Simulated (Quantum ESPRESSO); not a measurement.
## GeGaSiN2PO (a curve over one atom's position)

A calculation, not a measurement. The program is pw.x of Quantum ESPRESSO 7.5 (plane-wave density functional theory). The cell is made up: 7 atoms on a wurtzite lattice with one site empty, with randomly drawn elements, strain and displacements, not relaxed. PseudoDojo standard norm-conserving files (v0.5 for PBE, v0.4.1 for LDA and PBEsol) set the functional; there is no spin polarisation, spin-orbit coupling or dispersion term, and the masses in the input are unused placeholders.

Seven runs move atom 6 (N, counted in the order of the input) along x and keep all else fixed.

Input of the run at +0.0403:

```
&control calculation='scf', pseudo_dir='./dojo.nc.sr.pbe.v0_5.standard.upf', outdir='./o', disk_io='medium', tprnfor=.true., tstress=.true. /
&system ibrav=0, nat=7, ntyp=6, nbnd=32, ecutwfc=84.00895049, nosym=.true., tot_charge=0,
 occupations='smearing', smearing='fd', degauss=0.0018374661
/
&electrons conv_thr=7.350e-09, electron_maxstep=60, /
ATOMIC_SPECIES
Ga 1.0 Ga.upf
Ge 1.0 Ge.upf
N 1.0 N.upf
O 1.0 O.upf
P 1.0 P.upf
Si 1.0 Si.upf
CELL_PARAMETERS angstrom
3.4049 -0.0245 -0.0212
-0.0425 5.8571 -0.0422
-0.0346 -0.0398 5.4766
ATOMIC_POSITIONS angstrom
Ge 0.0832 -0.006 -0.0266
Ga 1.7863 1.0003 2.781
Si -0.088 3.7822 2.6503
N 0.0607 -0.0409 1.9226
P 1.7454 3.0189 2.0314
N 1.8661 0.8443 4.6722
O 0.0508 3.8933 4.8417
K_POINTS automatic
5 4 4 1 1 1
```

| shift of atom 6 along x (Å) | free energy less that of the input shown (eV) | Fx on atom 6 (eV/Å) | Fy on atom 6 (eV/Å) | Fz on atom 6 (eV/Å) | pressure (GPa) | next band up at Gamma (eV) | iterations |
| --- | --- | --- | --- | --- | --- | --- | --- |
| -0.1040 | -0.0154 | 0.241 | -1.566 | 1.687 | -2.83 | 0.849 | 13 |
| -0.0820 | -0.0195 | 0.136 | -1.578 | 1.700 | -2.84 | 0.849 | 13 |
| -0.0598 | -0.0214 | 0.030 | -1.581 | 1.703 | -2.83 | 0.848 | 13 |
| +0.0403 | 0.0000 | -0.465 | -1.487 | 1.581 | -2.63 | 0.850 | 14 |
| +0.0887 | 0.0289 | -0.731 | -1.375 | 1.439 | -2.43 | 0.853 | 14 |
| +0.1231 | 0.0575 | -0.938 | -1.265 | 1.305 | -2.25 | 0.855 | 14 |

Question: one run is left out of the table, at -0.0427. Estimate its Fx on atom 6 (eV/Å).

Answer: -0.052. The whole row:

```
shift of atom 6 along x (Å)  free energy less that of the input shown (eV)  Fx on atom 6 (eV/Å)  Fy on atom 6 (eV/Å)  Fz on atom 6 (eV/Å)  pressure (GPa)  next band up at Gamma (eV)  iterations
                    -0.0427                                        -0.0212               -0.052               -1.578                1.698           -2.82                       0.848          13
```

A cubic fit gives dFx/dx = -4.96 eV/Å² at zero shift. Across the table the free energy follows the integral of the force to within 0.1 meV. A rerun of one of the cells at 1437 eV and a 7 x 6 x 6 mesh moved values by no more than 0.009 eV in energy, 0.07 GPa in stress and 0.018 eV/Å in force. The band column is the level of band 27 at Gamma less that of band 26, whose number is half the electron count, rounded up; it comes from a band step after each run.